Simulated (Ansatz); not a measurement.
# Property card for SnC

SnC:
```yaml
crystal:
  lattice:
    - [3.55331, 0.00000, 0.00000]
    - [-1.77666, 3.07726, 0.00000]
    - [0.00000, 0.00000, 5.81787]
  atoms:
    - { symbol: Sn, position: [0.33333, 0.66667, 0.00025] }
    - { symbol: C, position: [0.66667, 0.33333, 0.12475] }
    - { symbol: Sn, position: [0.66667, 0.33333, 0.50025] }
    - { symbol: C, position: [0.33333, 0.66667, 0.62475] }
```

Space group P6_3mc (No. 186), wurtzite; conventional cell a = b = 3.5533 Å, c = 5.8179 Å, α = β = 90.00°, γ = 120.00°.

Method: the program Ansatz at the PBEsol level (PAW). Structure relaxed to zero pressure with the same functional. Other levels are named where they apply.

### Cell and energy

| Quantity | Result |
|---|---|
| Volume per atom | 15.90 Å³ |
| Density | 6.82 g/cm³ |
| Formation energy from the elements (no fitted shifts) | 0.78 eV/atom |

### Electronic structure

| Item | Result |
|---|---|
| Band gap | 0.96 eV (direct) |
| Valence-band maximum | at Γ |
| Conduction-band minimum | at Γ |
| Electron effective mass | 0.086, 0.10, 0.10 mₑ (principal values) |
| Electron effective mass with spin–orbit coupling | 0.087, 0.10, 0.10 mₑ (principal values) |
| Hole effective mass, band 1 of 2 at the edge | 1.3 along x, 1.2 along z (mₑ) |
| Hole effective mass, band 2 of 2 at the edge | 0.093 along x, 1.2 along z (mₑ) |
| Hole effective mass with spin–orbit coupling | 0.19, 0.19, 1.3 mₑ (principal values) |
| Gap with spin–orbit coupling | 0.95 eV |

### Mechanics

| Quantity | Value |
|---|---|
| Bulk modulus (Birch–Murnaghan fit) | 135 GPa |
| Pressure derivative B′ | 4.6 |
| Elastic constants (relaxed ions, GPa) | C11 = 268, C12 = 83.4, C13 = 54.7, C33 = 298, C44 = 74.8 |
| Mechanical stability | stable (all eigenvalues of C positive) |
| Hill bulk and shear moduli | 136 and 89.7 GPa |
| Young's modulus | 221 GPa |
| Poisson's ratio | 0.23 |
| Debye temperature from the elastic constants | 475 K |
| Piezoelectric stress constants (proper, relaxed ions, C/m²) | e15 = e24 = 0.19, e31 = e32 = 0.30, e33 = -0.45 |

### Dielectric response

| Quantity | Result |
|---|---|
| Electronic dielectric constant ε∞ (DFPT) | 9.68 (xx = yy), 10.1 (zz) |
| Born charges (a third of the trace) | Sn +2.86, C -2.86 e |

### Phonons

| Property | Result |
|---|---|
| Highest zone-centre frequency (without LO–TO term) | 637 cm⁻¹ |
| Zone-centre stability | no imaginary mode at Γ |

The start of the workflow was typed in or built on a structure type; neither database checked (COD, Materials Project) lists it. Whether it is the stable phase at ambient conditions was not checked. The PBEsol relaxation kept the symmetry of its start. Its formation energy is positive at this level, so the cell may be metastable or incomplete. Signs of piezoelectric constants follow the polarity of the cell as given. The references are the lowest solids computed at this level, not always the standard phases. Scalar-relativistic: spin–orbit coupling is off unless named, which matters more the heavier the elements.

Potentials: the earlier of the program's two PAW sets. The files were generated under PBE; for other functionals the program regenerates the frozen cores, and for LDA and PBEsol the local potential too.
